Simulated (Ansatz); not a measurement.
**Ansatz run, BaNi4Te2**

The input, for Ansatz 0.2.0 (plane waves, PAW):

```yaml
crystal:
  lattice:
    - [2.20428623, 3.81793452, 0.0]
    - [-2.20428623, 3.81793452, 0.0]
    - [0.0, -2.54528968, 8.49470739]
  atoms:
    - { symbol: Ni, position: [0.1438, 0.1438, 0.4314] }
    - { symbol: Ni, position: [0.8562, 0.8562, 0.5686] }
    - { symbol: Ni, position: [0.4423, 0.4423, 0.3269] }
    - { symbol: Ni, position: [0.5577, 0.5577, 0.6731] }
    - { symbol: Ba, position: [0.0, 0.0, 0.0] }
    - { symbol: Te, position: [0.2436, 0.2436, 0.7308] }
    - { symbol: Te, position: [0.7564, 0.7564, 0.2692] }
  symmetry: { tolerance: 0.0003 }
kpoints:
  mp_grid: { grid: [8, 8, 8], shift: [0, 0, 0] }
  band_path:
    path:
      - [0.0, 0.0, 0.0]
      - [0.0, 0.0, 0.5]
      - [0.31837006, -0.31837006, 0.5]
      - [0.31837006, -0.36325987, 0.18162994]
      - [0.5, 0.0, 0.0]
      - [0.0, 0.0, 0.0]
      - [0.34081497, -0.34081497, 0.0]
      - [0.31837006, -0.34081497, 0.34081497]
      - [0.0, -0.5, 0.5]
      - [0.0, 0.0, 0.0]
    npoints: 6
magnetization:
  spin_polarized: false
scf:
  occupations: { method: fermi_dirac, width: 0.0324 }
  lower_state_search: "off"
  max_iter: 200
hamiltonian:
  pseudopotentials: { kind: paw }
  xc: r2scan
basis:
  ecutwfc: 500
  fft_grid_basis: typed
output:
  forces: true
  stress: true
  eigenvalues: true
  bader: true
  populations: true
  elf: true
  write_potential: true
  volumetric_format: npy
  dos:
    e_range: [-12, 8]
    de: 0.05
    projected: { site_lists: { Ba: [Ba], Ni: [Ni], Te: [Te] } }
checkpoint:
  read: saved_state
```

The run starts from an earlier solution of this cell. 

Output (shortened):

```
Warning: crystal.lattice misses the space group found at crystal.symmetry.tolerance 3.0e-4 in a digit that the deck types, which is why this is a warning: making the lattice exact moves one of its numbers by a whole unit of that number's last typed decimal, or more. The operation that it misses by the most changes a squared length by the fraction 5.56e-7.
Pseudopotentials: kind: paw
Pseudopotential: Ni, paw, valence charge 18, recommended cutoff 500 eV (meta_gga), Ni.paw.azcp
Pseudopotential: Ba, paw, valence charge 10, recommended cutoff 500 eV (meta_gga), Ba.paw.azcp
Pseudopotential: Te, paw, valence charge 16, recommended cutoff 500 eV (meta_gga), Te.paw.azcp
Functional definition: r2SCAN
  exchange = r2scan_x(k0 = k0, k1 = k1, a1 = a1)
  correlation = r2scan_c
Crystal: 7 atoms, lattice volume = 142.980 Å³
Basis set: ecut = 500 eV, 3547 PW (Γ), exchange–correlation on 144×144×288 points (64 copies of the dense FFT grid, shifted against one another)
Bands: 69, of which v1, the nominal top of the filled ones, is band 57 counted from 1 (56 counted from 0)
Symmetry: 12 space group operations
Space group: R-3m (ITA 166), of the structure as read, at distance tolerance 1.6e-3 Å
k-points: 65 of 512
Initial density: read from a saved state, or passed on in memory by an earlier SCF of this step, an earlier step, the calling program or the single point that the run made first
Functional: x = r2scan, c = r2scan; τ floored in thin density (d = 2e-4 eV/Å³)
SCF iter   1: F=-43337.1673 eV  Δρ=4.54e-3  dr2=2.19e-2  dr2_τ=1.49e-3
SCF iter   2: F=-43337.1786 eV  Δρ=3.17e-3  dr2=8.42e-3  dr2_τ=5.56e-5
SCF iter   3: F=-43337.1818 eV  Δρ=2.11e-3  dr2=4.19e-3  dr2_τ=2.30e-5
SCF iter   4: F=-43337.1847 eV  Δρ=7.51e-4  dr2=7.54e-4  dr2_τ=8.89e-6
SCF iter   5: F=-43337.1852 eV  Δρ=4.37e-4  dr2=2.36e-4  dr2_τ=1.46e-6
SCF iter   6: F=-43337.1854 eV  Δρ=1.53e-4  dr2=3.29e-5  dr2_τ=3.26e-7
SCF iter   7: F=-43337.1854 eV  Δρ=6.76e-5  dr2=5.58e-6  dr2_τ=3.38e-8
SCF iter   8: F=-43337.1854 eV  Δρ=1.71e-5  dr2=3.28e-7  dr2_τ=2.27e-9
SCF iter   9: F=-43337.1854 eV  Δρ=1.58e-6  dr2=3.35e-9  dr2_τ=1.17e-10
Free energy (F): -43337.1854 eV
Harris-Foulkes:  -43337.1854 eV  (|F-HF|=5.17e-10)
Internal energy: -43337.1615 eV  (E = F + TS)
E sigma→0 (E₀):  -43337.1735 eV
Entropy (-TS):   -0.0240 eV (-3.423 meV/atom)
Fermi energy:    12.9635 eV
--- Forces (eV/Å), atoms counted from 1 ---
  atom   1  Ni     0.0000     0.0000     0.1066
  atom   2  Ni     0.0000     0.0000    -0.1066
  atom   3  Ni     0.0000     0.0000     0.4069
  atom   4  Ni     0.0000     0.0000    -0.4069
  atom   5  Ba     0.0000     0.0000     0.0000
  atom   6  Te     0.0000     0.0000    -0.9736
  atom   7  Te     0.0000     0.0000     0.9736
--- Stress (GPa, compression-positive) ---
       -8.9058       0.0000       0.0000
        0.0000      -8.9058       0.0000
        0.0000       0.0000      -5.0217
  P = ⅓ Tr σ = -7.6111 GPa (-76.111 kbar)
--- Löwdin populations: 7 sites ---
  site symbol       q [e]
     0     Ni     17.7417
     1     Ni     17.7417
     2     Ni     17.7943
     3     Ni     17.7943
     4     Ba      8.4175
     5     Te     16.4258
     6     Te     16.4258
  spilling = 0.0146 (of n_electrons = 114.0000)
```

Origin: a known structure type with other elements, at an estimated volume, so it need not be a known compound. Caveats: no spin polarisation, so a magnetic state may lie lower.
